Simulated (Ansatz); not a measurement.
CdS (zinc blende, F-43m), PBE (plane waves, PAW; program Ansatz). The conduction-band minimum lies at Γ, with 1 equivalent valley. Second derivatives d²E/dk² of the lowest band at one valley (eV·Å²), along Cartesian directions:

```json
[
 {"direction": "[100]", "d²E/dk²": "64.26"},
 {"direction": "[010]", "d²E/dk²": "64.26"},
 {"direction": "[001]", "d²E/dk²": "64.26"},
 {"direction": "[110]", "d²E/dk²": "64.22"},
 {"direction": "[101]", "d²E/dk²": "64.22"},
 {"direction": "[011]", "d²E/dk²": "64.22"}
]
```

**Question.** Find the principal effective masses, the density-of-states mass and the conductivity mass.

**Answer.** Off-diagonal terms follow from H_xy = H[110] − (H_xx + H_yy)/2, and m*/mₑ = 7.620 eV·Å² over each eigenvalue: 0.12, 0.12, 0.12. One valley's DOS mass (m₁m₂m₃)^(1/3) = 0.12, conductivity mass 3/(Σ 1/mᵢ) = 0.12 mₑ.

**Question.** What effective density of states Nc follows at 300 K for parabolic valleys?

**Answer.** Nc = 2.509e19 × 1 × (0.12)^(3/2) ≈ 1.0e18 cm⁻³.

**Question.** With the computed static dielectric constant 10.3 (mean of the diagonal), estimate a hydrogenic donor's binding energy and radius.

**Answer.** E = 13.606 eV × 0.12/10.3² ≈ 15 meV; a = 0.529 Å × ε/m* ≈ 45 Å. Semilocal masses tend to be too small where the gap is.

**Question.** With ε∞ = 6.24 and ω_LO = 277 cm⁻¹, what Fröhlich coupling constant follows?

**Answer.** α = (1/ε∞ − 1/ε0) √(m* × 13.606 eV/ħω_LO) = 0.43.

Symmetry was held in the PBE relaxation; phonons on a q-mesh show no instability. Scalar-relativistic: spin–orbit coupling is off unless named, which matters more the heavier the elements.

Potentials: the later of the program's two PAW sets.
